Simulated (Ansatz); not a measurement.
ZrS₂ (CdI2 type)

```yaml
crystal:
  lattice:
    - [3.63482, 0.00000, 0.00000]
    - [-1.81741, 3.14785, 0.00000]
    - [0.00000, 0.00000, 5.71966]
  atoms:
    - { symbol: Zr, position: [0.00000, 0.00000, 0.00000] }
    - { symbol: S, position: [0.33333, 0.66667, 0.25534] }
    - { symbol: S, position: [0.66667, 0.33333, 0.74466] }
```

The slice is a (0001) plane (indices of the conventional cell) through the point (0.000, 0.000, 0.000) (fractional), spanned by u = [110] and v = [1 -1 0] in vectors of this cell: u (3.63 Å) and v (6.30 Å, at 90° to u). It covers one period; positions are fractions (u, v).

The numbers are results of PBE-D3(BJ) (plane waves to 420 eV, PAW, scalar-relativistic; Ansatz, a first-principles code), not measurements. k mesh 10×10×6. Near the nuclei the fields are pseudised (PAW); where an atom keeps semicore shells as valence, they peak there. ZrS2 is run without spin polarisation. ZrS2 was relaxed with its symmetry unable to fall.

Problem. Sketch the valence electron density on this plane as a map.

Solution. 
| v \ u | 0.00 | 0.14 | 0.29 | 0.43 | 0.57 | 0.71 | 0.86 |
|---|---|---|---|---|---|---|---|
| 0.88 | 0.2 | -0.2 | -0.7 | -0.8 | -0.8 | -0.7 | -0.2 |
| 0.75 | -0.8 | -0.8 | -0.8 | -0.8 | -0.8 | -0.8 | -0.8 |
| 0.62 | -0.8 | -0.8 | -0.5 | 0.1 | 0.1 | -0.5 | -0.8 |
| 0.50 | -0.8 | -0.7 | 0.2 | 0.6 | 0.6 | 0.2 | -0.7 |
| 0.38 | -0.8 | -0.8 | -0.5 | 0.1 | 0.1 | -0.5 | -0.8 |
| 0.25 | -0.8 | -0.8 | -0.8 | -0.8 | -0.8 | -0.8 | -0.8 |
| 0.12 | 0.2 | -0.2 | -0.7 | -0.8 | -0.8 | -0.7 | -0.2 |
| 0.00 | 0.4 | 0.6 | -0.4 | -0.8 | -0.8 | -0.4 | 0.6 |

Values: log₁₀ of the valence density in e/Å³. The scale is logarithmic, as a density can span decades between atoms and voids.
